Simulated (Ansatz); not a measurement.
Relaxed-ion elastic tensor of PbF2 (fluorite, Fm-3m) in GPa (Voigt order), the program Ansatz at the r²SCAN+D4 level (PAW); density 7.75 g/cm³, 17.51 Å³ per atom.

```
 108  53.7  53.7   0.0   0.0   0.0
53.7   108  53.7   0.0   0.0   0.0
53.7  53.7   108   0.0   0.0   0.0
 0.0   0.0   0.0  22.7   0.0   0.0
 0.0   0.0   0.0   0.0  22.7   0.0
 0.0   0.0   0.0   0.0   0.0  22.7
```

### Question
Is the crystal mechanically stable?

### Answer
Yes: the smallest eigenvalue of C is 22.7 GPa.

### Question
Work out the Voigt, Reuss and Hill averages.

### Answer
K_V = 71.9, K_R = 71.9, K_H = 71.9; G_V = 24.5, G_R = 24.3, G_H = 24.4 GPa.

### Question
Give Young's modulus, Poisson's ratio, Pugh's ratio and the universal anisotropy index.

### Answer
E = 9KG/(3K + G) = 65.9 GPa; ν = 0.35; K/G = 2.94 (ductile by the Pugh limit of 1.75); A_U = 5G_V/G_R + K_V/K_R − 6 = 0.04.

### Question
Estimate the sound speeds and the Debye temperature.

### Answer
v_l = √((K + 4G/3)/ρ) = 3670 m/s, v_t = √(G/ρ) = 1780 m/s, mean 2000 m/s; Θ = (h/k)(3n/4πV)^(1/3) v_m = 229 K.

### Question
Give the Zener ratio and Young's modulus along [100], [110] and [111].

### Answer
A = 2C44/(C11 − C12) = 0.83; 1/E = S11 − 2(S11 − S12 − S44/2)Γ with Γ = 0, 1/4, 1/3 gives 72.7, 64.0, 61.6 GPa.

The cell was relaxed with r²SCAN+D4 under the symmetry of its start; phonons on a q-mesh show no instability. Spin–orbit coupling is left out wherever it is not named.

Potentials: the later of the program's two PAW sets.
